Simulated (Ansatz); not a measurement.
# C (diamond)

Level of theory: DFT, HSE06, scalar-relativistic, no spin polarisation; plane waves to 420 eV with PAW datasets (Ansatz 0.2.0), 8×8×8 k-mesh, Gaussian smearing of 0.05 eV. The datasets are Ansatz's generated set soft_2.

```yaml
crystal:
  lattice:
    - [0.00000, 1.77243, 1.77243]
    - [1.77243, 0.00000, 1.77243]
    - [1.77243, 1.77243, 0.00000]
  atoms:
    - { symbol: C, position: [0.75000, 0.75000, 0.75000] }
    - { symbol: C, position: [0.50000, 0.50000, 0.50000] }
```

The volume is at zero pressure for this level.

Path: Γ–X–U | K–Γ–L–W–X, with Γ = (0.000, 0.000, 0.000), X = (0.500, 0.000, 0.500), U = (0.625, 0.250, 0.625), K = (0.375, 0.375, 0.750), L = (0.500, 0.500, 0.500), W = (0.500, 0.250, 0.750) in reciprocal vectors of the calculation's cell.

Bands as a text map, energy in eV from the Fermi level (dashes), each leg drawn with the same width:
```
  3.71 |       *                  
  3.43 |    ***                  *
  3.14 |  *                       
  2.86 |                          
  2.57 |   *                      
  2.29 |                          
  2.00 |                          
  1.71 |                          
  1.43 |                          
  1.14 |                          
  0.86 |                          
  0.57 |                          
  0.29 |                          
  0.00 |--------------------------
 -0.29 |                          
 -0.57 |                          
 -0.86 |                          
 -1.14 |                          
 -1.43 |                          
 -1.71 |                          
 -2.00 |                          
 -2.29 |                          
 -2.57 |*            *            
 -2.86 |                          
 -3.14 |            *             
 -3.43 |              *           
 -3.71 |                          
 -4.00 | *                        
        Γ   X   UK   Γ   L   W   X
```

Question: By these bands, is it a metal or an insulator, and if it has a gap, where are the band edges on this path?

Answer: An insulator with a gap of 5.33 eV on the path, the valence band topping at Γ and the conduction band bottoming between Γ and X; the smallest direct gap is 7.03 eV.

Within 0.6 eV of the edges the projected states are 100 % C 2p at the top of the valence band and 56 % C 2p at the bottom of the conduction band. 

